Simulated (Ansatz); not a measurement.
Pb (hcp (Mg type), P6_3/mmc), a = b = 3.444 Å, c = 5.859 Å, α = β = 90.00°, γ = 120.00°.

This is the PBEsol-relaxed structure.

Task: All from plane-wave PAW PBEsol (Ansatz code), unless another level is named. Estimate the density of states at the Fermi level.

Result: 0.56 states/eV per atom (mean over ±0.08 eV).

Task: Next, the gap with spin–orbit coupling?

Result: none (metallic).

The first step of the workflow began from a Materials Project structure, measured or hypothetical; the Crystallography Open Database files this formula in space group No. 194, but the cells were not matched. It is not the phase usual at ambient conditions (space group No. 225). Symmetry was held in the PBEsol relaxation; of distortions, only those at the zone centre were tested. Axis ratios of metals converge slowly with the k-mesh, so a and c are less sure than the volume. Scalar-relativistic: spin–orbit coupling is off unless named, which matters more the heavier the elements.

Potentials: the later of the program's two PAW sets.
